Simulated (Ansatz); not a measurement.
## Two inputs for ZnS with a Zn vacancy

Cell: a supercell of ZnS (space group P6_3mc) built from an entry of the Crystallography Open Database (COD), with all atoms left at the host's positions.

Space group P3m1 (No. 156); a = 7.6454, c = 12.5200 Å, γ = 120.00°.

| site | Wyckoff | site symmetry | x | y | z |
| --- | --- | --- | --- | --- | --- |
| Zn1 | 3d | .m. | 0.8333 | 0.6667 | 0.0000 |
| Zn3 | 1b | 3m. | 0.3333 | 0.6667 | 0.0000 |
| Zn5 | 3d | .m. | 0.8333 | 0.6667 | 0.5000 |
| Zn7 | 1b | 3m. | 0.3333 | 0.6667 | 0.5000 |
| Zn9 | 3d | .m. | 0.0000 | 0.5000 | 0.2500 |
| Zn12 | 3d | .m. | 0.1667 | 0.8333 | 0.7500 |
| Zn15 | 1c | 3m. | 0.6667 | 0.3333 | 0.7500 |
| S16 | 3d | .m. | 0.8333 | 0.6667 | 0.1875 |
| S18 | 1b | 3m. | 0.3333 | 0.6667 | 0.1875 |
| S20 | 3d | .m. | 0.8333 | 0.6667 | 0.6875 |
| S22 | 1b | 3m. | 0.3333 | 0.6667 | 0.6875 |
| S24 | 1a | 3m. | 0.0000 | 0.0000 | 0.4375 |
| S25 | 3d | .m. | 0.0000 | 0.5000 | 0.4375 |
| S28 | 3d | .m. | 0.1667 | 0.8333 | 0.9375 |
| S31 | 1c | 3m. | 0.6667 | 0.3333 | 0.9375 |

One atom of each set is listed.

Reference run. Level of theory: DFT, PBE, plane waves and PAW, scalar-relativistic, 420 eV cutoff, Γ-centred 3×3×2 k-points, Fermi–Dirac smearing 0.01 eV, cell charge -2 (Ansatz 0.2.0).

Task: The input is changed as follows: `kpoints.mp_grid.grid`: [3, 3, 2] → [1, 1, 1]; `scf.max_iter`: not typed → 100. What happens to V_zz (10²¹ V/m²) and η?

Result: 

| site | V_zz reference | η reference | V_zz changed | η changed |
| --- | --- | --- | --- | --- |
| Zn1 | -2.44 | 0.39 | 0.83 | 0.48 |
| Zn3 | -0.70 | 0.00 | 0.97 | 0.00 |
| Zn7 | 1.17 | 0.00 | 2.69 | 0.00 |
| Zn9 | 2.78 | 0.48 | 4.05 | 0.27 |
| Zn12 | -0.69 | 0.42 | 0.82 | 0.37 |
| Zn15 | -0.98 | 0.00 | 0.34 | 0.00 |
| S16 | -11.31 | 0.27 | -12.13 | 0.82 |
| S18 | 2.84 | 0.00 | 7.82 | 0.00 |
| S20 | -1.64 | 0.19 | 3.61 | 0.13 |
| S22 | -0.75 | 0.00 | 4.06 | 0.00 |
| S24 | -8.68 | 0.00 | -2.85 | 0.00 |
| S25 | 1.18 | 0.18 | 4.29 | 0.44 |
| S28 | 0.94 | 0.74 | 5.59 | 0.17 |
| S31 | 0.41 | 0.00 | 5.13 | 0.00 |

The largest change of V_zz along a kept axis is on S24, from -8.68 to -2.85. Small gradients that grow severalfold: S31 (0.41 to 5.13). Where |V_zz| stays above 0.1 and the axes keep their order, η moves most on S28, from 0.74 to 0.17. On S20, Zn12 V_xx and V_yy change places (or their axes turn by over 50°), so the two values of η hide a larger change. V_zz changes sign on S20 (axis turned by 21°), Zn15 (same axis), S22 (same axis), Zn3 (same axis), Zn12 (axis turned by 16°). On Zn1, S25 the largest principal value lies along another axis in the second run, so the two V_zz can't be compared directly. The table leaves out 1 of the 15 sites, with |V_zz| up to 3.15; their tensors move by 1.59 at most along any direction. The statements above cover all sites. Its pressure is 4 GPa, against 1 GPa in the reference run. SCF iterations: 12 and 12. The changed input holds the Γ point alone as its k-mesh, so its numbers aren't properties of the crystal.

On the reference run: The defect repeats with the cell of 31 atoms, so it feels its images: sites between two images don't show the values beside a lone defect, and zeros or small values of η there can come from the images' arrangement. S and Zn carry a gradient in the pure host already, so the values there aren't the defect's effect alone. A uniform background compensates the cell's charge. With a gap of 0.9 eV on this mesh, small gradients can still move by 0.1 × 10²¹ V/m² or more as the k-mesh gets denser. The neighbours have not yet relaxed around the defect (largest force 1.1 eV/Å), so a real crystal will differ.
